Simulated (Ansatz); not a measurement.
The relaxed structure here is a generated cell of Be: the first start was made by placing the elements on the sites of a structure type, and the end was not matched to a known phase here, so it may be hypothetical. Known forms of Be include space group No. 194.

A relaxed cell of Be (I4₁/amd (No. 141)), relaxed on a k-mesh at least as fine as the one used below. The numbers are results of PBEsol (plane waves to 420 eV, PAW, scalar-relativistic; Ansatz, an electronic-structure program), not measurements. Γ-centred k-mesh 9×17×11 on the run's cell (coarser than for final values), Fermi–Dirac smearing 0.05 eV.

```
Be
1.0
   -4.19767     4.19767     2.10960
    2.09883    -2.09883     1.05480
    2.09883     2.09883    -1.05480
Be
4
Direct
  0.37500   0.25000   0.50000
  0.87500   0.25000   0.50000
  0.00000   0.00000   0.00000
  0.50000   0.00000   0.00000
```

The atoms are displaced by (Å):

```json
[
 {"atom": "Be1", "ux": "0.041", "uy": "0.066", "uz": "-0.076"},
 {"atom": "Be2", "ux": "-0.080", "uy": "0.092", "uz": "0.028"},
 {"atom": "Be3", "ux": "0.135", "uy": "0.124", "uz": "0.200"},
 {"atom": "Be4", "ux": "0.062", "uy": "0.080", "uz": "0.000"}
]
```

Question: What forces (eV/Å) and pressure result?

Answer: 
| atom | Fx | Fy | Fz |
|---|---|---|---|
| Be1 | 0.12 | 0.31 | 0.79 |
| Be2 | 0.73 | 0.03 | -1.09 |
| Be3 | -0.85 | -0.35 | -1.49 |
| Be4 | 0.00 | 0.01 | 1.79 |

Pressure +2.5 GPa.

Question: Estimate the energy cost of the displacement in the harmonic approximation and compare with the calculation.

Answer: For a harmonic well ΔE = −½ Σ F·u = 0.288 eV a cell, or 72 meV/atom. The calculated energy relative to the undisplaced cell is +0.07 eV/atom, so the harmonic estimate holds well.

The undisplaced cell is probably no minimum: from this displacement the run went on to Fm-3m (No. 225), 0.66 eV/atom below it.

No spin polarisation in the result.
